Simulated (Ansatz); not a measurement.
P:
```
CELL_PARAMETERS angstrom
      3.27073     0.00000     0.00000
      0.00000     4.36603     0.00000
      0.00000     0.00000    31.00000
ATOMIC_POSITIONS crystal
  P  0.00000 0.91893 0.53406
  P  0.50000 0.58107 0.53406
  P  0.00000 0.08107 0.46594
  P  0.50000 0.41893 0.46594
```
Free-standing layer in the xy plane with vacuum along z and no interaction between images.

Relaxed with LDA. Special points in fractions of this cell's reciprocal vectors: Γ (0.000, 0.000, 0.000); X (0.500, 0.000, 0.000); S (0.500, 0.500, 0.000); Y (0.000, 0.500, 0.000).

Q: List the band energies nearest the valence-band maximum at these points for LDA (plane waves, PAW; program Ansatz).

A: In eV from the valence-band maximum; about four levels below and three above (degenerate sets whole), none deeper than 8.9 eV; points with the same levels are listed once.

| k | below | above |
|---|---|---|
| Γ | -3.61 -2.05 -1.84 -0.01 | 0.56 1.41 2.66 |
| X | -2.81 -2.81 -2.12 -2.12 | 1.18 1.18 1.75 1.75 |
| S | -5.05 -5.05 -1.39 -1.39 | 2.27 2.27 4.34 4.34 |
| Y | -2.66 -2.66 -1.03 -1.03 | 2.03 2.03 3.38 3.38 |

Space group Pmna (puckered). A layer that has been made, often on a substrate. The LDA relaxation kept the symmetry of its start; whether a distortion lowers the energy is not shown.

Potentials: the later of the program's two PAW sets.
